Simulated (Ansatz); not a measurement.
Cu3Au (Cu3Au type)

```
Cu3Au
1.0
    3.78050     0.00000     0.00000
    0.00000     3.78050     0.00000
    0.00000     0.00000     3.78050
Cu Au
3 1
Direct
  0.00000   0.50000   0.50000
  0.50000   0.50000   0.00000
  0.50000   0.00000   0.50000
  0.00000   0.00000   0.00000
```

This relaxed cell (volume V₀) is scaled evenly in all directions, its shape held. Symmetry pins the atoms to their sites.

All values below come from PBE (plane waves to 420 eV, PAW, scalar-relativistic; Ansatz, an electronic-structure program). k mesh 12×12×12 (Γ-centred), Fermi-Dirac smearing 0.05 eV. Energies are smeared free energies. Stress and pressure are positive under compression. Cu3Au is run without spin polarisation. Cu3Au was relaxed with its symmetry unable to fall. Spin-orbit coupling is left out, though Au is heavy. ΔE is measured from the relaxed starting cell. The last digit holds for this mesh only.

| V (Å³/atom) | ΔE (meV/atom) |
|---|---|
| 11.347 | 220.1 |
| 11.707 | 143.3 |
| 12.067 | 86.2 |
| 12.427 | 45.6 |
| 12.788 | 19.1 |
| 13.148 | 4.5 |
| 13.508 | 0.0 |
| 13.868 | 4.0 |
| 14.228 | 15.3 |
| 14.589 | 32.6 |
| 14.949 | 55.1 |
| 15.309 | withheld |
| 15.669 | 112.0 |

### Question
Fit a third-order Birch-Murnaghan form (E₀, V₀, B₀, B₀′ free) to the given rows and predict ΔE at V = 15.309.

### Answer
Least squares on the 12 given rows: ΔE = E₀ + (9V₀B₀/16)·y²·[2 + (B₀′ − 4)y], y = (V₀/V)^(2/3) − 1, with V₀ = 13.508 Å³/atom, B₀ = 141.6 GPa (160.2 GPa = 1 eV/Å³; the term in eV is multiplied by 1000), B₀′ = 5.27, E₀ = 0.05 meV/atom; root-mean-square residual 0.08 meV/atom. At 15.309 the fit gives 81.7 meV/atom; the calculation gives 81.8 meV/atom, so the interpolation is off by -0.1 (-0.1 %). For the pressure the fit gives -12.7 GPa against the computed -12.7 GPa.

(A scan under strain: stresses follow from slopes of the energy per volume, elastic moduli from its curvatures.)
